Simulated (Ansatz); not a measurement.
Relaxed-ion elastic tensor of MgO (rock salt, space group No. 225) in GPa (Voigt order), DFT-LDA in the program Ansatz with PAW potentials; density 3.72 g/cm³, 9.00 Å³ per atom.

|  | 1 | 2 | 3 | 4 | 5 | 6 |
|---|---|---|---|---|---|---|
| 1 | 324 | 95.7 | 95.7 | 0.0 | 0.0 | 0.0 |
| 2 | 95.7 | 324 | 95.7 | 0.0 | 0.0 | 0.0 |
| 3 | 95.7 | 95.7 | 324 | 0.0 | 0.0 | 0.0 |
| 4 | 0.0 | 0.0 | 0.0 | 153 | 0.0 | 0.0 |
| 5 | 0.0 | 0.0 | 0.0 | 0.0 | 153 | 0.0 |
| 6 | 0.0 | 0.0 | 0.0 | 0.0 | 0.0 | 153 |

Task: Is the crystal mechanically stable?

Result: Yes: the smallest eigenvalue of C is 153 GPa.

Task: Work out the Voigt, Reuss and Hill averages.

Result: K_V = 172, K_R = 172, K_H = 172; G_V = 137, G_R = 135, G_H = 136 GPa.

Task: Give Young's modulus, Poisson's ratio, Pugh's ratio and the universal anisotropy index.

Result: E = 9KG/(3K + G) = 323 GPa; ν = 0.19; K/G = 1.26 (brittle by the Pugh limit of 1.75); A_U = 5G_V/G_R + K_V/K_R − 6 = 0.10.

Task: Estimate the sound speeds and the Debye temperature.

Result: v_l = √((K + 4G/3)/ρ) = 9750 m/s, v_t = √(G/ρ) = 6050 m/s, mean 6670 m/s; Θ = (h/k)(3n/4πV)^(1/3) v_m = 954 K.

Task: Give the Zener ratio and Young's modulus along [100], [110] and [111].

Result: A = 2C44/(C11 − C12) = 1.34; 1/E = S11 − 2(S11 − S12 − S44/2)Γ with Γ = 0, 1/4, 1/3 gives 280, 332, 353 GPa.

Space group Fm-3m (rock salt). The LDA relaxation kept the symmetry of its start; phonons on a q-mesh show no instability.

Potentials: the earlier of the program's two PAW sets.
